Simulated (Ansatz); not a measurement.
Input and command of a plane-wave DFT calculation in Ansatz:

```yaml
crystal:
  lattice:
    - [0.0, 2.192684, 2.192684]
    - [2.4803641408, 0.0, 2.192684]
    - [2.4803641408, 2.192684, 0.0]
  atoms:
    - { symbol: W, position: [0.0, 0.0, 0.0] }
    - { symbol: C, position: [0.5, 0.5, 0.5] }
basis:
  ecutwfc: 500
kpoints:
  mp_grid: { grid: [18, 18, 18] }
hamiltonian:
  xc: r2scan
scf:
  occupations: { method: gaussian, width: 0.15 }
output:
  forces: true
  stress: true
  eigenvalues: true
```

```bash
ansatz run input.yaml --threads 1 --pin off --max-ram 2560MiB --backend cpu --events-out ev --progress --plain --runs-dir out
```

Processor: Intel(R) Xeon(R) Processor @ 2.70GHz, 1 thread, on a host shared with other jobs.

**Question.** How long does it run, and how much memory does it take?

**Answer.** About 19 s on 1 thread of Intel(R) Xeon(R) Processor @ 2.70GHz (shared host), peak memory 0.57 GiB. It solves 13 bands at 480 k points (the mesh reduced by symmetry) with about 565 plane waves, in 7 SCF iterations.
